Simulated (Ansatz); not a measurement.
The start is a randomly generated symmetric cell of Si2W (space group No. 12). The cell and all atomic positions are relaxed at zero pressure with r2SCAN (plane waves to 500 eV, PAW, scalar-relativistic; Ansatz, an electronic-structure program). The first steps use a 8×8×7 k-mesh.

Initial structure:
```
CELL_PARAMETERS angstrom
      2.74412    -3.45681     0.00000
      2.74412     3.45681     0.00000
     -0.16789     0.00000     4.59024
ATOMIC_POSITIONS crystal
  Si 0.50000 0.50000 0.00000
  Si 0.00000 0.50000 0.00000
  Si 0.50000 0.00000 0.00000
  Si 0.50000 0.50000 0.50000
  W  0.00000 0.50000 0.50000
  W  0.50000 0.00000 0.50000
```

- Initial pressure: +55.1 GPa (positive: the cell is compressed)
- Outcome: The space group stays C2/m (No. 12) (the run could not lower it), with 6 atoms in the primitive cell
- Energy released: 1.26 eV/atom
- Optimiser moves: 19

Final structure:

Space group C2/m (No. 12); a = 5.3813 Å, b = 8.6722 Å, c = 5.0953 Å, α = γ = 90.00°, β = 121.57°

| atom | site | symmetry | x | y | z |
|---|---|---|---|---|---|
| Si | 2b | 2/m | 0.0000 | 0.5000 | 0.0000 |
| Si | 4e | -1 | 0.2500 | 0.2500 | 0.0000 |
| Si | 2c | 2/m | 0.5000 | 0.5000 | 0.5000 |
| W | 4f | -1 | 0.2500 | 0.2500 | 0.5000 |
(The calculation used a cell of 6 atoms; values per cell refer to that cell.)

Final values are on a 12×12×11 k-mesh of the relaxed cell. No spin polarisation in the result.

The run could not lose the symmetry of its start: the end is stationary, and may be a saddle point rather than a minimum.

All atoms sit on sites fixed by symmetry, so only the cell could relax.

The relaxed structure here is a generated cell of Si2W: the first start was made by a random draw of sites in a space group, and the end was not matched to a known phase here, so it may be hypothetical. Known forms of Si2W include space group No. 139.
